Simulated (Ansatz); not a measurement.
**Notes on CaGaH**

```xyz
6
Lattice="3.4782 0.0000 0.0000 0.0000 3.4782 0.0000 0.0000 0.0000 7.3636" Properties=species:S:1:pos:R:3 pbc="T T T"
Ga    0.0000    1.7391    0.6178
Ga    1.7391    0.0000    6.7458
Ca    0.0000    1.7391    4.7885
Ca    1.7391    0.0000    2.5750
H     0.0000    1.7391    2.4300
H     1.7391    0.0000    4.9336
```

Level: r2SCAN, no spin polarisation; 500 eV; 10×10×5 Γ-centred mesh; fermi-dirac occupations (width 0.1 eV); Ansatz 0.2.0, fixed geometry.

**Charges.** Bader charges in e: Ca +1.08, Ga -0.28, H -0.80. In the mean Ca gives up most and H takes most. There are 2 density maxima away from the nuclei.
**Forces.** The largest is on Ga1 (and as large on other atoms): 1.51 eV/Å, components (0.00, 0.00, -1.51). It makes 180° with the line to a nearest neighbour, H5 at 1.81 Å, pointing away from it.
**Formation energy.** -0.01 eV an atom against the elements' usual phases (free molecules for gases, crystals otherwise, with no correction for O₂ or N₂), too near zero to call. Relaxing would lower it.
**Stress.** The pressure is 9.0 GPa (compression positive), so with the atoms held at these fractions the cell would first expand; the forces are large, so a full relaxation may end otherwise. The principal stresses 4.3, 4.3, 18.3 GPa differ, so its shape would change too.
**Electronic structure.** It is a metal, with about 2.7 states/eV a cell as the mean within 0.25 eV of the Fermi level.

Origin: a known structure type with other elements, at an estimated volume, so it need not be a known compound. Caveats: atoms or cell far from equilibrium.
